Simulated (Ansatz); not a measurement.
**Stress against strain in LaTe**

```
CELL_PARAMETERS angstrom
0.00000 3.21100 3.21100
3.21100 0.00000 3.21100
3.21100 3.21100 0.00000
ATOMIC_POSITIONS crystal
La 0.00000 0.00000 0.00000
Te 0.50000 0.50000 0.50000
```

Atom numbers follow the list: La1, Te2.

The cell is COD entry 1537884, as deposited and not checked against the literature; nothing was relaxed.

Spin–orbit coupling is left out, though it moves levels of the heavy atoms by tenths of an eV or more.

Method: DFT, LDA, all-electron LAPW, scalar-relativistic in Ansatz 0.2.0.

The runs use a Γ-centred 10×10×10 k mesh, Fermi–Dirac smearing of 0.08 eV, basis error target 1 meV/atom, no spin polarisation.

The strain is applied along the Cartesian axes of the cell as listed (γ is the engineering shear, twice εxy = εyz = εzx). Fractional coordinates are held (clamped ions).

σ is the change of stress from the unstrained cell, which is at -2.14 GPa; tension is positive, so slopes are stress–strain coefficients at that pressure. In a metal the k mesh adds noise.

Only quantities that a quadratic follows smoothly over the whole series are listed; rougher ones are left out.

```tsv
γ	σxy (GPa)
-0.0200	-0.20
0.0000	0.00
0.0100	0.09
0.0200	0.17
```

Fit the series and read off the stiffness at zero strain.

Least-squares fits y = p0 + p1 x + p2 x² to the rows give σxy (GPa): p1 = 9.26, p2 = -39. So C44 (clamped ions) = 9 GPa.

One run, at γ = -0.0100, is withheld. Predict its row.

The fits give -0.10; the run gave -0.09.
